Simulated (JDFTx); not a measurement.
An input for a modified build of JDFTx (Nb(100), linear PCM (GLSSA13), water, 1 M NaCl; bohr, hartree) and the course of its log:

```
lattice \
  6.2694120828 0.0000000000 0.0000000000 \
  0.0000000000 6.2694120828 0.0000000000 \
  0.0000000000 0.0000000000 42.7078104165
coords-type Lattice
ion Nb 0.0000000000 0.0000000000 -0.1467977880 0
ion Nb 0.5000000000 0.5000000000 -0.0733988940 0
ion Nb 0.0000000000 0.0000000000 0.0000000000 0
ion Nb 0.5000000000 0.5000000000 0.0733988940 0
ion Nb 0.0000000000 0.0000000000 0.1467977880 0
ion-species pseudo/nb_pbe_v1.upf
elec-cutoff 20 100
elec-ex-corr gga-PBE
coulomb-interaction Slab 001
coulomb-truncation-embed 0 0 0
kpoint-folding 6 6 1
elec-smearing Fermi 0.01
elec-n-bands 45
electronic-scf nIterations 100 energyDiffThreshold 1e-08
fluid LinearPCM
pcm-variant GLSSA13
fluid-solvent H2O
fluid-cation Na+ 1
fluid-anion Cl- 1
fluid-minimize nIterations 400 knormThreshold 1e-11
wavefunction read vac.wfns
elec-initial-eigenvals vac.eigenvals
dump-name f0.$VAR
dump End State Ecomponents EigStats BandEigs Forces ElecDensity IonicPositions Fillings Kpoints Dtot FluidDebug BoundCharge FluidDensity
```

```
[one cycle in 5 is shown, and the last three; fluid-solver lines are left out]
	FillingsUpdate:  mu: -0.124013987  nElectrons: 65.000000
SCF: Cycle:  0   F: -286.167893015771028   dF: +3.291e-04   |Residual|: 5.109e-03   |deigs|: 9.912e-05
	FillingsUpdate:  mu: -0.116674951  nElectrons: 65.000000
SCF: Cycle:  5   F: -286.168572899030551   dF: -2.392e-05   |Residual|: 4.408e-04   |deigs|: 2.383e-03
	FillingsUpdate:  mu: -0.115226313  nElectrons: 65.000000
SCF: Cycle: 10   F: -286.168576686113397   dF: -2.217e-07   |Residual|: 7.151e-05   |deigs|: 1.918e-04
	FillingsUpdate:  mu: -0.115261301  nElectrons: 65.000000
SCF: Cycle: 15   F: -286.168576878670649   dF: -1.081e-07   |Residual|: 5.131e-05   |deigs|: 8.025e-05
	FillingsUpdate:  mu: -0.115266940  nElectrons: 65.000000
SCF: Cycle: 20   F: -286.168576938380284   dF: +1.521e-08   |Residual|: 2.193e-05   |deigs|: 2.367e-05
	FillingsUpdate:  mu: -0.115245235  nElectrons: 65.000000
SCF: Cycle: 25   F: -286.168576949858618   dF: -1.304e-07   |Residual|: 2.585e-05   |deigs|: 1.954e-05
	FillingsUpdate:  mu: -0.115281216  nElectrons: 65.000000
SCF: Cycle: 30   F: -286.168576947095062   dF: +4.258e-09   |Residual|: 2.469e-05   |deigs|: 3.571e-05
	FillingsUpdate:  mu: -0.115246770  nElectrons: 65.000000
SCF: Cycle: 35   F: -286.168576956187337   dF: -1.235e-07   |Residual|: 2.156e-05   |deigs|: 2.328e-05
	FillingsUpdate:  mu: -0.115260562  nElectrons: 65.000000
SCF: Cycle: 40   F: -286.168576973967618   dF: +1.478e-12   |Residual|: 7.205e-06   |deigs|: 8.081e-08
	FillingsUpdate:  mu: -0.115260550  nElectrons: 65.000000
SCF: Cycle: 45   F: -286.168576974149573   dF: -1.774e-10   |Residual|: 7.348e-06   |deigs|: 1.022e-07
	FillingsUpdate:  mu: -0.115249573  nElectrons: 65.000000
SCF: Cycle: 50   F: -286.168576958766096   dF: -5.528e-07   |Residual|: 1.955e-05   |deigs|: 4.619e-05
	FillingsUpdate:  mu: -0.115228366  nElectrons: 65.000000
SCF: Cycle: 55   F: -286.168576874839346   dF: +7.945e-08   |Residual|: 4.454e-05   |deigs|: 3.201e-05
	FillingsUpdate:  mu: -0.115266066  nElectrons: 65.000000
SCF: Cycle: 60   F: -286.168576952588921   dF: +1.043e-08   |Residual|: 1.985e-05   |deigs|: 2.077e-05
	FillingsUpdate:  mu: -0.115250716  nElectrons: 65.000000
SCF: Cycle: 65   F: -286.168576969910532   dF: -5.657e-08   |Residual|: 9.116e-06   |deigs|: 1.395e-05
	FillingsUpdate:  mu: -0.115218487  nElectrons: 65.000000
SCF: Cycle: 70   F: -286.168576853183822   dF: +1.041e-07   |Residual|: 4.994e-05   |deigs|: 4.797e-05
	FillingsUpdate:  mu: -0.115264474  nElectrons: 65.000000
SCF: Cycle: 75   F: -286.168576956545564   dF: +7.010e-09   |Residual|: 1.751e-05   |deigs|: 1.909e-05
	FillingsUpdate:  mu: -0.115246713  nElectrons: 65.000000
SCF: Cycle: 80   F: -286.168576965569571   dF: -1.136e-07   |Residual|: 1.368e-05   |deigs|: 3.683e-05
	FillingsUpdate:  mu: -0.115214762  nElectrons: 65.000000
SCF: Cycle: 85   F: -286.168576830524614   dF: +1.295e-07   |Residual|: 5.522e-05   |deigs|: 5.585e-05
	FillingsUpdate:  mu: -0.115263561  nElectrons: 65.000000
SCF: Cycle: 90   F: -286.168576960030180   dF: +8.281e-09   |Residual|: 1.638e-05   |deigs|: 1.834e-05
	FillingsUpdate:  mu: -0.115248202  nElectrons: 65.000000
SCF: Cycle: 95   F: -286.168576963054988   dF: -1.061e-07   |Residual|: 1.806e-05   |deigs|: 1.368e-05
	FillingsUpdate:  mu: -0.115224681  nElectrons: 65.000000
SCF: Cycle: 97   F: -286.168576692686770   dF: +2.752e-07   |Residual|: 8.777e-05   |deigs|: 4.571e-05
	FillingsUpdate:  mu: -0.115248264  nElectrons: 65.000000
SCF: Cycle: 98   F: -286.168576962664702   dF: -2.700e-07   |Residual|: 1.905e-05   |deigs|: 2.661e-05
	FillingsUpdate:  mu: -0.115264405  nElectrons: 65.000000
SCF: Cycle: 99   F: -286.168576969260414   dF: -6.596e-09   |Residual|: 1.214e-05   |deigs|: 1.760e-05
SCF: None of the convergence criteria satisfied after 100 iterations.
IonicMinimize: Iter:   0  F: -286.168576969260414  |grad|_K:  0.000e+00
IonicMinimize: Converged (|grad|_K<1.000000e-04).
```

This run gave no converged result. The loop ran out of cycles short of its threshold. It has stalled and not diverged: the last ten energies span 3e-07 Ha, so the total is near its end, but levels, forces and charges aren't shown converged.
